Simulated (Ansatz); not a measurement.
TiTl₂I₆O₁₈ and a variant

Base: a measured structure from the Crystallography Open Database (COD), its atoms then relaxed with PBE in this cell.

```
CELL_PARAMETERS angstrom
5.70835 3.29572 3.79843
-5.70835 3.29572 3.79843
0.00000 -6.59143 3.79843
ATOMIC_POSITIONS crystal
Ti 0.50000 0.50000 0.50000
Tl 0.83104 0.83104 0.83104
Tl 0.16896 0.16896 0.16896
I 0.70492 0.12398 0.33982
I 0.33982 0.70492 0.12398
I 0.12398 0.33982 0.70492
I 0.29508 0.87602 0.66018
I 0.66018 0.29508 0.87602
I 0.87602 0.66018 0.29508
O 0.54825 0.29821 0.33577
O 0.33577 0.54825 0.29821
O 0.29821 0.33577 0.54825
O 0.45175 0.70179 0.66423
O 0.66423 0.45175 0.70179
O 0.70179 0.66423 0.45175
O 0.90772 0.29162 0.39289
O 0.39289 0.90772 0.29162
O 0.29162 0.39289 0.90772
O 0.09228 0.70838 0.60711
O 0.60711 0.09228 0.70838
O 0.70838 0.60711 0.09228
O 0.68598 0.07984 0.09621
O 0.09621 0.68598 0.07984
O 0.07984 0.09621 0.68598
O 0.31402 0.92016 0.90379
O 0.90379 0.31402 0.92016
O 0.92016 0.90379 0.31402
```

Atoms are numbered from 1 in the order listed; like atoms form one site, named after its first atom.

Method: Kohn–Sham DFT in Ansatz, PBE, plane waves and PAW, scalar-relativistic, 420 eV cutoff, Γ-centred 3×3×3 k-points, Fermi–Dirac smearing 0.02 eV.

Gradients in 10²¹ V/m²:

| site | atoms | V_zz base | η base | V_zz variant | η variant |
| --- | --- | --- | --- | --- | --- |
| Ti | 1 | -0.81 | 0.00 | -1.93 | 0.47 |
| Tl | 2, 3 | 3.14 | 0.00 | -2.34 | 0.69 |
| I4 | 4, 7 | -51.1 | 0.32 | -48.9 | 0.33 |
| I5 | 5, 8 | -51.1 | 0.32 | -49.0 | 0.32 |
| I6 | 6, 9 | -51.1 | 0.32 | -49.0 | 0.34 |
| O10 | 10, 13 | 12.41 | 0.10 | 13.70 | 0.09 |
| O11 | 11, 14 | 12.41 | 0.10 | 13.05 | 0.11 |
| O12 | 12, 15 | 12.41 | 0.10 | 12.59 | 0.09 |
| O16 | 16, 19 | 13.58 | 0.13 | 13.48 | 0.07 |
| O17 | 17, 20 | 13.58 | 0.13 | 14.05 | 0.15 |
| O18 | 18, 21 | 13.58 | 0.13 | 13.81 | 0.14 |
| O22 | 22, 25 | 15.38 | 0.19 | 15.25 | 0.23 |
| O23 | 23, 26 | 15.38 | 0.19 | 16.41 | 0.21 |
| O24 | 24, 27 | 15.38 | 0.19 | 16.35 | 0.16 |

(1) Which change was made?
A. volume scaled by 1.06, ions at fixed fractional positions
B. volume scaled by 0.99, ions at fixed fractional positions
C. atom 10 (O) moved by 0.15 Å along (0.000, 0.150, 0.000) Å
D. x stretched by 4 %, ions at fixed fractional positions

Results:

(1) D. It leaves 14 symmetry-distinct sites where the base has 6, which no other option does. The largest change of V_zz along a kept axis is on I4, from -51.1 to -48.9. In per cent, |V_zz| changes by -4 on I, -1 to +10 on O (all sites that start above 0.5, bar those whose gradient vanishes or changes sign or whose main axis turns by over 40°). On Tl, Ti the largest principal value lies along another axis in the second run, so the two V_zz can't be compared directly.

Spin–orbit coupling is left out, which shifts gradients on Tl by a few per cent, and by more where contributions nearly cancel.
For the variant: The atoms aren't relaxed in the changed cell (largest force 1.2 eV/Å).
